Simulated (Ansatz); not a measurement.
**NiPtF₆ in Ansatz, settings compared**

Run with:

```bash
ansatz run input.yaml --threads 1 --pin off --max-ram 2560MiB --backend cpu --events-out ev --progress --plain --runs-dir out
```

The input file (Ansatz 0.2.0, plane waves):

```yaml
crystal:
  lattice:
    - [2.44503408, 1.41164266, 4.52306507]
    - [-2.44503408, 1.41164266, 4.52306507]
    - [0.0, -2.82328531, 4.52306507]
  atoms:
    - { symbol: Ni, position: [0.5, 0.5, 0.5], spin: 1.8 }
    - { symbol: F, position: [0.242, 0.627, 0.882] }
    - { symbol: F, position: [0.882, 0.242, 0.627] }
    - { symbol: F, position: [0.627, 0.882, 0.242] }
    - { symbol: F, position: [0.758, 0.373, 0.118] }
    - { symbol: F, position: [0.118, 0.758, 0.373] }
    - { symbol: F, position: [0.373, 0.118, 0.758] }
    - { symbol: Pt, position: [0.0, 0.0, 0.0] }
kpoints:
  mp_grid: { grid: [5, 5, 5], shift: [0, 0, 0] }
magnetization:
  spin_polarized: true
scf:
  occupations: { method: gaussian, width: 0.0229 }
hamiltonian:
  pseudopotentials: { kind: paw }
  xc: r2scan
  hubbard: { projectors: atomic, sites: [{ species: Ni, l: d, u_eff: 5.83 }] }
basis:
  ecutwfc: 500
output:
  forces: true
  stress: true
  eigenvalues: true
relax:
  max_steps: 40
  cell: {}
```

Origin of the cell: a database entry, scaled a little.

Output of this run (shortened):

```
Warning: crystal.lattice misses the space group found at crystal.symmetry.tolerance 1.0e-5 in a digit that the deck types, which is why this is a warning: making the lattice exact moves one o […]
Pseudopotentials: kind: paw
Pseudopotential: Ni, paw, valence charge 18, recommended cutoff 500 eV (meta_gga), Ni.paw.azcp
Pseudopotential: F, paw, valence charge 7, recommended cutoff 500 eV (meta_gga), F.paw.azcp
Pseudopotential: Pt, paw, valence charge 18, recommended cutoff 500 eV (meta_gga), Pt.paw.azcp
Functional definition: r2SCAN
  exchange = r2scan_x(k0 = k0, k1 = k1, a1 = a1)
  correlation = r2scan_c
Crystal: 8 atoms, lattice volume = 93.669 Å³
Basis set: ecut = 500 eV, 2375 PW (Γ), exchange–correlation on 160×160×160 points (64 copies of the dense FFT grid, shifted against one another)
Bands: 48, of which v1, the nominal top of the filled ones, is band 39 counted from 1 (38 counted from 0)
[… 14 lines left out …]
Initial density: superposition of atomic densities (chi_scale 0.1, normalization cell, long waves kept (reshape's long-wave potential 0.04 eV rms))
Starting moments: Σ|m| = 1.8 μB on 1 of 8 sites
Functional: x = r2scan, c = r2scan; τ floored in thin density (d = 2e-4 eV/Å³)
SCF iter   1: F=—  HF=-23256.777256 eV  Δρ=2.65e-1  dr2=1.06e2  dr2_τ=1.64e-1  dr2_m=6.41e0  M=0.074 μB ∫|m|=0.109 μB
SCF iter   2: F=—  HF=-23235.932839 eV  Δρ=1.37e-1  dr2=3.80e1  dr2_τ=1.51e-1  dr2_m=2.23e0  M=0.790 μB ∫|m|=0.802 μB  defer=157  κ⁻¹=1.0e0(r=1)
SCF iter   3: F=—  HF=-23236.923064 eV  Δρ=2.97e-1  dr2=1.24e2  dr2_τ=8.99e-1  dr2_m=8.10e0  M=2.758 μB ∫|m|=3.255 μB  defer=157  κ⁻¹=9.9e-3(r=2)
SCF iter   4: F=—  HF=-23228.779615 eV  Δρ=9.09e-2  dr2=3.13e0  dr2_τ=5.09e-1  dr2_m=4.25e0  M=2.000 μB ∫|m|=2.039 μB  defer=154  κ⁻¹=7.1e-4(r=3)
SCF iter   5: F=—  HF=-23232.769837 eV  Δρ=7.41e-2  dr2=3.44e0  dr2_τ=2.11e-2  dr2_m=1.89e0  M=2.000 μB ∫|m|=2.035 μB  defer=201  κ⁻¹=3.8e-4(r=4)
[… 29 lines left out …]
SCF iter  35: F=—  HF=-23236.564169 eV  Δρ=4.84e-5  dr2=1.39e-6  dr2_τ=1.78e-8  dr2_m=1.04e-7  M=2.000 μB ∫|m|=2.051 μB  defer=177  κ⁻¹=4.9e-3(r=2)
SCF iter  36: F=—  HF=-23236.564173 eV  Δρ=4.65e-5  dr2=1.37e-6  dr2_τ=1.47e-8  dr2_m=7.39e-8  M=2.000 μB ∫|m|=2.051 μB  defer=177  κ⁻¹=1.2e-3(r=3)
SCF iter  37: F=—  HF=-23236.564240 eV  Δρ=2.74e-5  dr2=6.84e-7  dr2_τ=6.12e-9  dr2_m=2.21e-8  M=2.000 μB ∫|m|=2.051 μB  defer=177  κ⁻¹=9.6e-5(r=4)
SCF iter  38: F=—  HF=-23236.564245 eV  Δρ=2.10e-5  dr2=4.48e-7  dr2_τ=3.45e-9  dr2_m=2.58e-9  M=2.000 μB ∫|m|=2.051 μB  defer=177  κ⁻¹=8.0e-5(r=5)
SCF iter  39: F=-23236.564248 eV  HF=-23236.564247 eV  Δρ=6.08e-6  dr2=4.35e-8  dr2_τ=1.12e-9  dr2_m=3.25e-9  M=2.000 μB ∫|m|=2.051 μB
relax step   1: F+E_penalty+E_count = -23236.564248 eV  Δ(F+E_penalty+E_count) = +0.000e0 eV  max|allowed force component| = 1.104e0 eV/Å  Δτ_max = 0.0000 Å  P = +15.586 GPa  Ω = 93.669 Å³  ( […]
relax step   2: F+E_penalty+E_count = -23236.949045 eV  Δ(F+E_penalty+E_count) = -3.848e-1 eV  max|allowed force component| = 3.478e-1 eV/Å  Δτ_max = 0.0341 Å  P = +4.407 GPa  Ω = 97.726 Å³ […]
relax step   3: F+E_penalty+E_count = -23237.036192 eV  Δ(F+E_penalty+E_count) = -8.715e-2 eV  max|allowed force component| = 1.167e-1 eV/Å  Δτ_max = 0.0520 Å  P = +0.062 GPa  Ω = 98.751 Å³ […]
relax step   4: F+E_penalty+E_count = -23237.046640 eV  Δ(F+E_penalty+E_count) = -1.045e-2 eV  max|allowed force component| = 4.095e-2 eV/Å  Δτ_max = 0.0333 Å  P = -0.447 GPa  Ω = 97.763 Å³ […]
relax step   5: F+E_penalty+E_count = -23237.048247 eV  Δ(F+E_penalty+E_count) = -1.606e-3 eV  max|allowed force component| = 4.865e-3 eV/Å  Δτ_max = 0.0087 Å  P = +0.019 GPa  Ω = 97.077 Å³ […]
relax step   6: F+E_penalty+E_count = -23237.050635 eV  Δ(F+E_penalty+E_count) = -2.388e-3 eV  max|allowed force component| = 5.124e-3 eV/Å  Δτ_max = 0.0000 Å  P = -0.032 GPa  Ω = 97.077 Å³  stress off target by 3.80e-2 GPa […]
a single-point calculation of the run's input, under the relaxation's own `scf.mixing.negative_modes` where the relaxation goes by `scf.lower_state_search: light` itself or types `scf.max_ite […]
SCF converged after 20 iterations
Stability not checked: this state was not tested for a lower state beside it, because the mixer in use, unlike msr1, does not test its closes by its own steps (another_mixer; see scf.mixing.algorithm and scf.lower_state_search)
Magnetization: 2.0000 μB (40.0000 up, 38.0000 down)
Absolute magnetization: 2.0493 μB (∫|ρ↑−ρ↓|, with the PAW one-centre terms)
Spin contamination: 0.0039 ħ² per cell (⟨S²⟩ above its minimum at these occupations)
Per-site moments (μB) at R_I (Å): [(1.793575, 0.831633), (0.016541, 0.802343), (0.016541, 0.802343), (0.016541, 0.802343), (0.016541, 0.802343), (0.016541, 0.802343), (0.016541, 0.802343), (0.018979, 0.802343)]
Free energy (F): -23237.050635 eV
Harris-Foulkes:  -23237.050635 eV  (|F-HF|=1.09e-11)
Internal energy: -23237.050635 eV  (E = F + TS)
E sigma→0 (E₀):  -23237.050635 eV
Fermi energy:    6.176402 eV
--- Per-component energies (eV) ---
  E_band       = -1230.408285
  E_kinetic    = 2144.227917
  E_local      = -10868.283201  (includes V_loc(G=0)·N_el)
  E_nonlocal   = 1287.502835
  E_hartree    = 4278.373770
  E_xc         = -794.996904
  E_vxc        = -1134.974629  (∫ρ·V_xc dr)
  E_hubbard    = 0.643695  (on-site DFT+U / exact-exchange correction)
  E_vhub       = -22.653044  (the Hubbard potential's part of the band-sum identity)
  E_paw        = -12342.260541  (= ΣΔE_a)
  E_vpaw       = -1271.566464  (= ΣTr[D̂ρ^β])
  E_aug_tail   = 0.006611  (compensation charges beyond the density's cutoff)
  E_vtau       = 78.584239  (kinetic-family band-sum trace: ∫τ·v_τ [+ j·A + Jᵃ·Aᵃ] dr)
  E_ewald      = -6941.544905
  E_core_change = -0.719912  (= ΣΔE_core)
  E_smearing   = -0.000000  (= −TS)
  Σ components = -23237.050635   (vs F -23237.050635, Δ=0.00e0)
--- Forces (eV/Å), atoms counted from 1 ---
  atom   1  Ni    -0.000000     0.000000     0.000000
  atom   2  F      0.000801    -0.002142     0.005124
  atom   3  F      0.001455     0.001765     0.005124
  atom   4  F     -0.002256     0.000377     0.005124
  atom   5  F     -0.000801     0.002142    -0.005124
  atom   6  F     -0.001455    -0.001765    -0.005124
  atom   7  F      0.002256    -0.000377    -0.005124
  atom   8  Pt     0.000000     0.000000    -0.000000
  max |Σ_I F_I| component: 1.73e-18 eV/Å
--- Stress (GPa, compression-positive) ---
       -0.038021       0.000051      -0.000000
       -0.000051      -0.038021       0.000000
        0.000000       0.000000      -0.019566
  P = ⅓ Tr σ = -0.0319 GPa (-0.319 kbar)
--- Relaxed structure (5 steps of the walk, 5 accepted, 1 SCFs on fresh bases) ---
  F+E_penalty+E_count = -23237.050635 eV   max|allowed force component| = 5.124e-3 eV/Å   (the final SCF, on the basis selected at the relaxed cell)
  cell:  # Å, volume = 97.0773 Å³
    - [2.473979, 1.428353, 4.578625]
    - [-2.473979, 1.428353, 4.578625]
    - [-4.442e-19, -2.856705, 4.578625]
  atoms:
    - { symbol: Ni, position: [0.5, 0.5, 0.500000] }
    - { symbol: F, position: [0.242443, 0.602591, 0.908271] }
    - { symbol: F, position: [0.908271, 0.242443, 0.602591] }
    - { symbol: F, position: [0.602591, 0.908271, 0.242443] }
    - { symbol: F, position: [0.757557, 0.397409, 0.091729] }
    - { symbol: F, position: [0.091729, 0.757557, 0.397409] }
    - { symbol: F, position: [0.397409, 0.091729, 0.757557] }
    - { symbol: Pt, position: [2.783e-19, 0.0, -1.293e-19] }
```

The same input was run again with these changes:

1. `crystal.symmetry` default → { detect: false }; `kpoints.mp_grid.grid` [5, 5, 5] → [2, 2, 2]; `hamiltonian.pseudopotentials` { kind: paw } → { kind: paw, source: jth }
2. `crystal.symmetry` default → { detect: false }; `kpoints.mp_grid.grid` [5, 5, 5] → [4, 4, 4]

```csv
run,end,SCF iterations,volume (Å³/atom),max force component (eV/Å),moment (μB),ΔE(σ→0) (meV/atom)
base,converged,141,12.13,0.005,2.00,0
1,converged,441,12.18,0.002,2.00,–
2,cut by time,89,–,–,–,–
```

Energies are compared only where functional, datasets, charge and starting cell are the same.

Not properties of the system: run 1 (too coarse or loose: `kpoints.mp_grid.grid` = [2, 2, 2]).

Caveats of the base run: no spin-orbit coupling, though heavy elements are present; one start, so the magnetic state may not be the lowest; the end state was compared with a single point and may differ; the relaxation held the start's symmetry, so the end may be a saddle point.

Run 1: the cutoff lies below the datasets' advice; the displaced walk ended near the symmetry of the start; the program displaced the start to leave a saddle point.

The base run took 7.8 min on 1 thread of Intel(R) Xeon(R) Platinum 8488C (Sapphire Rapids), with other jobs on the host, peak memory 1.9 GiB, from the program's own first density.
